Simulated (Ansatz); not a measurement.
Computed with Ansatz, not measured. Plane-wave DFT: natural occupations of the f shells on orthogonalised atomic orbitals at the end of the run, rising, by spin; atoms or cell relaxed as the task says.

```
cell
1.0
     7.7666    0.0000    0.0000
     0.0000    7.7666    0.0000
     0.0000    0.0000    3.7671
Gd In Pd
4 2 4
Direct
  0.8258 0.3258 0.5000
  0.6742 0.8258 0.5000
  0.3258 0.1742 0.5000
  0.1742 0.6742 0.5000
  0.0000 0.0000 0.0000
  0.5000 0.5000 0.0000
  0.1282 0.3718 0.0000
  0.3718 0.8718 0.0000
  0.6282 0.1282 0.0000
  0.8718 0.6282 0.0000
```

Starting moments (μB): Gd number 1 7, Gd number 2 7, Gd number 3 7, Gd number 4 7; others 0.

| quantity | value |
| --- | --- |
| cell charge | 0 e |
| spin | collinear |
| scf start | atoms |
| lower state search | off |
| functional | PBEsol |
| wave cutoff | 420 eV |
| k mesh | 4, 4, 6 |
| k shift | 0, 0, 0 mesh steps |
| gaussian smearing | 0.1 eV |
| task | single point |

Results:

| shell atom | shell element | shell spin | shell occupation 1 (e) | shell occupation 2 (e) | shell occupation 3 (e) | shell occupation 4 (e) | shell occupation 5 (e) | shell occupation 6 (e) | shell occupation 7 (e) |
| --- | --- | --- | --- | --- | --- | --- | --- | --- | --- |
| 1 | Gd | up | 1 | 1 | 1 | 1 | 1 | 1 | 1 |
| 1 | Gd | down | 0.01 | 0.01 | 0.02 | 0.02 | 0.02 | 0.03 | 0.03 |
| 2 | Gd | up | 1 | 1 | 1 | 1 | 1 | 1 | 1 |
| 2 | Gd | down | 0.01 | 0.01 | 0.02 | 0.02 | 0.02 | 0.03 | 0.03 |
| 3 | Gd | up | 1 | 1 | 1 | 1 | 1 | 1 | 1 |
| 3 | Gd | down | 0.01 | 0.01 | 0.02 | 0.02 | 0.02 | 0.03 | 0.03 |
| 4 | Gd | up | 1 | 1 | 1 | 1 | 1 | 1 | 1 |
| 4 | Gd | down | 0.01 | 0.01 | 0.02 | 0.02 | 0.02 | 0.03 | 0.03 |

Caveats: Gd without a U keeps its half-filled shell, but its 4f levels lie too near the Fermi level; coarse k mesh; occupations loosely converged; open f or d shells may hold a state above the lowest.
